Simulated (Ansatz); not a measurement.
# Mo single point

input.yaml (Ansatz 0.2.0)

```yaml
crystal:
  lattice:
    - [-1.58330393, 1.58330393, 1.58330393]
    - [1.58330393, -1.58330393, 1.58330393]
    - [1.58330393, 1.58330393, -1.58330393]
  atoms:
    - { symbol: Mo, position: [0.0, 0.0, 0.0] }
  symmetry: { tolerance: 0.0003 }
kpoints:
  mp_grid: { grid: [15, 15, 15], shift: [0, 0, 0] }
  band_path:
    path:
      - [0.0, 0.0, 0.0]
      - [0.5, -0.5, 0.5]
      - [0.0, 0.0, 0.5]
      - [0.0, 0.0, 0.0]
      - [0.25, 0.25, 0.25]
      - [0.5, -0.5, 0.5]
      - [0.25, 0.25, 0.25]
      - [0.0, 0.0, 0.5]
    npoints: 20
magnetization:
  spin_polarized: false
scf:
  occupations: { method: fermi_dirac }
  lower_state_search: "off"
  max_iter: 200
hamiltonian:
  pseudopotentials: { kind: paw }
  xc: r2scan
basis:
  ecutwfc: 500
  fft_grid_basis: typed
output:
  forces: true
  stress: true
  eigenvalues: true
  bader: true
  populations: true
  elf: true
  write_potential: true
  volumetric_format: npy
  dos:
    e_range: [-12, 8]
    de: 0.05
    projected: { site_lists: { Mo: [Mo] } }
  write_density: true
checkpoint:
  read: saved_state
```

Launched with:

```sh
ansatz run input.yaml --threads 1 --pin off --max-ram 2560MiB --backend cpu --events-out ev --progress --plain --runs-dir out
```

The run starts from an earlier solution of this cell. 

Parts of the output:

```
SCF iter   1: F=-4967.6026 eV  Δρ=1.27e-3  dr2=1.47e-4  dr2_τ=2.78e-3
SCF iter   2: F=-4967.6027 eV  Δρ=5.71e-4  dr2=9.55e-6  dr2_τ=2.14e-5
SCF iter   3: F=-4967.6027 eV  Δρ=2.34e-4  dr2=1.43e-6  dr2_τ=3.13e-6
SCF iter   4: F=-4967.6027 eV  Δρ=2.23e-5  dr2=1.94e-8  dr2_τ=1.53e-8
Free energy (F): -4967.6027 eV
Harris-Foulkes:  -4967.6027 eV  (|F-HF|=8.42e-8)
Internal energy: -4967.5834 eV  (E = F + TS)
E sigma→0 (E₀):  -4967.5930 eV
Entropy (-TS):   -0.0193 eV (-19.272 meV/atom)
Fermi energy:    20.6405 eV
--- Per-component energies (eV) ---
  E_band       = -72.6514
  E_kinetic    = 439.2153
  E_local      = -792.3260  (includes V_loc(G=0)·N_el)
  E_nonlocal   = 142.0711
  E_hartree    = 260.8750
  E_xc         = -178.3399
  E_vxc        = -256.0174  (∫ρ·V_xc dr)
  E_paw        = -3217.0719  (= ΣΔE_a)
  E_vpaw       = -144.3095  (= ΣTr[D̂ρ^β])
  E_aug_tail   = 0.0000  (compensation charges beyond the density's cutoff)
  E_vtau       = 16.9637  (kinetic-family band-sum trace: ∫τ·v_τ [+ j·A + Jᵃ·Aᵃ] dr)
  E_ewald      = -1621.7858
  E_core_change = -0.2212  (= ΣΔE_core)
  E_smearing   = -0.0193  (= −TS)
--- Stress (GPa, compression-positive) ---
       -3.8771       0.0000       0.0000
        0.0000      -3.8771       0.0000
        0.0000       0.0000      -3.8771
  P = ⅓ Tr σ = -3.8771 GPa (-38.771 kbar)
--- Löwdin populations: 1 site ---
  site symbol       q [e]
     0     Mo     13.9138
  spilling = 0.0062 (of n_electrons = 14.0000)
--- Bader charges: 1 site ---
  site symbol  charge [e]  shift [e]
     0     Mo      0.0000     0.0000
```

Origin: a database entry at a rescaled volume.

Run time, from a saved density: 12 s on 1 thread of Arm Neoverse V1, on a shared host, peak memory 0.32 GiB.
